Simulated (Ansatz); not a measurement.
How InAg₃ stores the work of compression

Method: DFT r2SCAN, scalar-relativistic, plane waves, PAW in Ansatz. Settings: 500 eV cutoff, 10×10×10 k-mesh, Gaussian smearing of 0.10 eV, no spin polarisation.

Starting point, cell and atoms relaxed:

```xyz
4
Lattice="4.1861 0.0000 0.0000 0.0000 4.1861 0.0000 0.0000 0.0000 4.1861" Properties=species:S:1:pos:R:3 pbc="T T T"
In    0.0000    0.0000    0.0000
Ag    0.0000    2.0930    2.0930
Ag    2.0930    0.0000    2.0930
Ag    2.0930    2.0930    0.0000
```

Cell and atoms were relaxed at each target pressure within the start's symmetry (Pm-3m), at zero temperature; other phases can be more stable under pressure. H = E + PV with P the target; E is the free energy at the smearing used, whose derivative the pressure is, per atom and counted from zero pressure. The mesh named is that at zero pressure; some other pressures ran on another.

```
P (GPa) V (Å³/atom) E − E0 (meV) H − H0 (meV)
      0       18.338           0.0           0.0
      1       18.142           0.6         113.8
      4       17.631           8.4         448.6
     12       16.625          57.0        1302.2
     25       15.517         181.6        2602.9
     50       14.156         493.8        4911.6
     90       12.846        1052.4        8268.6
```

Thermodynamics gives dH/dP = V along a relaxed path. Integrate V over P by the trapezoid rule and compare with the computed enthalpies.

With 1 eV/Å³ = 160.22 GPa, each step adds the mean volume times ΔP / 160.22:
| P (GPa) | ∫V dP (meV) | H − H0 (meV) | difference (meV) |
| --- | --- | --- | --- |
| 1 | 113.8 | 113.8 | 0.0 |
| 4 | 448.8 | 448.6 | 0.2 |
| 12 | 1304.0 | 1302.2 | 1.8 |
| 25 | 2608.0 | 2602.9 | 5.2 |
| 50 | 4923.1 | 4911.6 | 11.5 |
| 90 | 8293.8 | 8268.6 | 25.2 |

V(P) curves upward, so the trapezoid rule runs high; integrating a smooth curve through the same points (P as a polynomial of degree 4 in ln V) puts that excess at about 27.5 meV at 90 GPa, against the 25.2 meV found. What is left comes from the shape of V(P) between points this far apart, and from the mesh, the smearing and the stress tolerance.

At 90 GPa, how much of the enthalpy change is stored energy and how much is the PV term?

E rises by 1052 meV/atom and PV is 90 × 12.846 / 160.22 = 7216 meV/atom, so PV makes 87 % of ΔH. So between rival structures at high pressure a small difference in volume can outweigh the difference in energy: 1 % of this volume is worth 72.2 meV/atom at this pressure.

What bulk modulus do the lowest pressures give?

From the pressures that the runs reached, -1.00 GPa (18.550 Å³) and 1.00 GPa (18.142 Å³), B = −ΔP/Δln V = 2.00 / 0.0222 = 90 GPa, a mean over that range.